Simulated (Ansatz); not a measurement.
Problem. Name crystals whose computed values (HSE06 (plane waves, PAW; program Ansatz)) fall in these windows: B₀ by P(V) fit (GPa) 180 to 250; gap (eV) 4.2 to 5.2.

Solution. 

| crystal | B₀ by P(V) fit (GPa) | gap (eV) |
|---|---|---|
| NiO, rock salt | 211 | 4.51 |
| AlSiCN, P3m1 (Al on 1b, Si on 1c, C on 1b, N on 1c) | 220 | 4.42 |
| AlN, zinc blende | 212 | 4.56 |
Others may fit too.

Spin orders computed, not proven ground states: NiO, rock salt antiferromagnetic. Standing as an ambient phase not checked: AlSiCN, P3m1 (Al on 1b, Si on 1c, C on 1b, N on 1c). All cells were relaxed under the symmetry of their starts (and spin orders); stability against distortions was not tested throughout. Cells of antiferromagnets are given as chemical subcells.

Potentials: the later of the program's two PAW sets.
